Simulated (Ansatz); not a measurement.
## Al5VN6: computed properties

Theory: DFT PBE, scalar-relativistic, plane waves, PAW (Ansatz 0.2.0).

Plane waves to 420 eV, a k mesh through Γ of 18×18×4 on the computed 12-atom cell and Gaussian smearing (0.10 eV); no spin polarisation.

The structure is relaxed at this level of theory with its symmetry kept, and needn't be the ground state of this composition.

Space group P-3m1 (No. 164), trigonal, a = 2.869 Å, c = 14.269 Å. Around Al on a site of symmetry -3m lie 6 N at 2.03 Å; Al on a site of symmetry 3m is surrounded by 6 N at 2.03 Å; around Al on a second site of symmetry 3m lie 6 N at 2.01–2.03 Å, 9 Al at 2.87–2.88 Å and 3 V at 2.94 Å; V is surrounded by 6 N at 2.10 Å, 6 V at 2.87 Å and 6 Al at 2.94 Å; N on its first site is surrounded by 6 Al at 2.03 Å; N on its second site is surrounded by 6 Al at 2.03 Å; 1 more site not described.

```json
{
 "Volume per atom": "57.2 bohr³",
 "Formation energy from the elements' standard states (uncorrected)": "-1.138 eV/atom",
 "Kohn–Sham band gap": "none (metal)",
 "Density of states at the Fermi level": "1.4 states/eV per cell",
 "Orbital (Löwdin) character within 0.5 eV of the Fermi level": "V 3d 80 %, N 2p 17 %"
}
```

A magnetic start lost its moments in a first run, so spin was left out; other magnetic orders weren't tried.

The cell was found from a structure generator's guess, not taken from experiment. Löwdin shares on free-atom orbitals overweight diffuse shells.
